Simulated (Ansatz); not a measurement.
K₂MgH₄:
```cif
data_H8K4Mg2
_chemical_formula_sum 'K4 Mg2 H8'
_space_group_name_H-M_alt 'I4/mmm'
_space_group_IT_number 139
_space_group_name_Hall '-I 4 2'
_cell_length_a 4.00948
_cell_length_b 4.00948
_cell_length_c 13.53517
_cell_angle_alpha 90.000
_cell_angle_beta 90.000
_cell_angle_gamma 90.000
loop_
_atom_site_label
_atom_site_type_symbol
_atom_site_symmetry_multiplicity
_atom_site_Wyckoff_symbol
_atom_site_fract_x
_atom_site_fract_y
_atom_site_fract_z
_atom_site_occupancy
K1 K 4 e 0.00000 0.00000 0.35595 1
Mg1 Mg 2 a 0.00000 0.00000 0.00000 1
H1 H 4 c 0.00000 0.50000 0.00000 1
H2 H 4 e 0.00000 0.00000 0.14784 1
```
(The calculation used a cell of 7 atoms; values per cell refer to that cell.)

Relaxed with r²SCAN. 

Q: HSE06 on this cell (Ansatz, a program for electronic structure, PAW) gives a gap of 4.51 eV. What does r²SCAN give?

A: 4.03 eV.

Cost on shared cores: the r²SCAN run (SCF on a 10×10×10 mesh, then bands and DOS) around 2.5 core-minutes (rough), the HSE06 run (SCF on 6×6×6, then a few points) very roughly 8 core-minutes; the tasks are unlike.

The workflow started from a Materials Project entry (that database holds measured and hypothetical structures alike); the Crystallography Open Database files this formula in space group No. 139, but the cells were not matched. Its standing as an ambient phase is unchecked. The r²SCAN relaxation kept the symmetry of its start; its stability against distortions is not shown here.

Potentials: the later of the program's two PAW sets.

Ansatz is a plane-wave DFT program.
